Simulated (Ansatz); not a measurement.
In DFT-HSE06 in the program Ansatz with PAW potentials, LiNbO3 in the trigonal phase (R3c; Li on 6a, Nb on 6a, O on 18b) relaxes to a = 5.133 Å, c = 13.840 Å.

The Kohn–Sham gap is 5.13 eV (indirect). Gap from HSE06 with spin–orbit coupling: 5.08 eV (at the special points and the edges found without it).

An equation-of-state fit gives a bulk modulus of 1100 kbar. Bader charges are Li +0.91, Nb +2.94, O -1.28 e.

The cell was relaxed with HSE06 under the symmetry of its start. The run is not spin-polarised. The hybrid was solved on a coarse mesh, the path and, where they were found, the r²SCAN edge points; its band edges are the extreme levels among these. Spin–orbit coupling is left out wherever it is not named.

Potentials: the later of the program's two PAW sets.
